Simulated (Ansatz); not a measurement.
BaGe:
```xyz
4
Lattice="2.5437 -6.0136 0.0000 2.5437 6.0136 0.0000 0.0000 0.0000 4.3258" Properties=species:S:1:pos:R:3 pbc="T T T"
Ba     2.5437    -4.3733     3.2444
Ba     2.5437     4.3733     1.0815
Ge     2.5437    -0.7695     3.2444
Ge     2.5437     0.7695     1.0815
```

Relaxed with r²SCAN.

Give the Bader charges and basin volumes of the independent atoms, r²SCAN (plane waves, PAW; program Ansatz).



| atom | Bader charge (e) | Bader volume (Å³) |
|---|---|---|
| Ba1 | +1.14 | 31.3 |
| Ge3 | -1.14 | 34.9 |

Space group Cmcm. The workflow started from an entry of the Crystallography Open Database (COD). Whether it is the stable phase at ambient conditions was not checked. Symmetry was held in the r²SCAN relaxation; its stability against distortions is not shown here. Scalar-relativistic: spin–orbit coupling is off unless named, which matters more the heavier the elements.

Potentials: the later of the program's two PAW sets.
